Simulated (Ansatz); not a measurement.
PbTe (rock salt)

```
CELL_PARAMETERS angstrom
      0.00000     3.26711     3.26711
      3.26711     0.00000     3.26711
      3.26711     3.26711     0.00000
ATOMIC_POSITIONS crystal
  Te 0.00000 0.00000 0.00000
  Pb 0.50000 0.50000 0.50000
```

The slice is a {100} plane (indices of the conventional cell) through the point (0.500, 0.500, 0.500) (fractional), spanned by u = [100] and v = [0 1 -1] in vectors of this cell: u (4.62 Å) and v (4.62 Å, at 90° to u). It covers one period; positions are fractions (u, v).

Method: r2SCAN (plane waves to 500 eV, PAW, scalar-relativistic; Ansatz, an electronic-structure program). k mesh 9×9×9. Near the nuclei the fields are pseudised (PAW); where an atom keeps semicore shells as valence, they peak there. PbTe was relaxed with its symmetry unable to fall. Spin-orbit coupling is left out, though Pb and Te are heavy.

Three fields on this plane, each scaled to ten steps between its own extremes (0 low, 9 high; the total valence density on a logarithmic scale, the potential cut 8 eV below its top; x marks points blanked near nuclei; v = 0 in the bottom row):

Map A
```
|xxxxx74210001247xxxx|
|xxxx9743222223479xxx|
|xxxx8644444444468xxx|
|xx98655556665555689x|
|87765567788877655677|
|444456789xxx98765444|
|2234578xxxxxxx875432|
|1124579xxxxxxx975421|
|002468xxxxxxxxx86420|
|002468xxxxxxxxx86420|
|002468xxxxxxxxx86420|
|1124579xxxxxxx975421|
|2234578xxxxxxx875432|
|444456789xxx98765444|
|87765567788877655677|
|xx98655556665555689x|
|xxxx8644444444468xxx|
|xxxx9743222223479xxx|
|xxxxx74210001247xxxx|
|xxxxx84210001248xxxx|
```

Map B
```
|xxxxx43100000134xxxx|
|xxxx5321223221235xxx|
|xxxx4323577753234xxx|
|xx54334799999743345x|
|44333579999999753334|
|332247998xxx89974223|
|1113799xxxxxxx997311|
|0025998xxxxxxx899520|
|002799xxxxxxxxx99720|
|003799xxxxxxxxx99730|
|002799xxxxxxxxx99720|
|0025998xxxxxxx899520|
|1113799xxxxxxx997311|
|332247998xxx89974223|
|44333579999999753334|
|xx54334799999743345x|
|xxxx4323577753234xxx|
|xxxx5321223221235xxx|
|xxxxx43100000134xxxx|
|xxxxx43100000134xxxx|
```

Map C
```
|xxxxx04799999740xxxx|
|xxxx0157899987510xxx|
|xxxx0367888887630xxx|
|xx00256766566765200x|
|00135664200024665310|
|445666300xxx00366654|
|7777740xxxxxxx047777|
|8988620xxxxxxx026889|
|999860xxxxxxxxx06899|
|999850xxxxxxxxx05899|
|999860xxxxxxxxx06899|
|8988620xxxxxxx026889|
|7777740xxxxxxx047777|
|445666300xxx00366654|
|00135664200024665310|
|xx00256766566765200x|
|xxxx0367888887630xxx|
|xxxx0157899987510xxx|
|xxxxx04799999740xxxx|
|xxxxx04799999740xxxx|
```

Assign the maps to these fields: electron localisation function (ELF); valence electron density; electrostatic potential energy of an electron, from the cell's mean.

A is the valence electron density; B is the electron localisation function (ELF); C is the electrostatic potential energy of an electron, from the cell's mean.
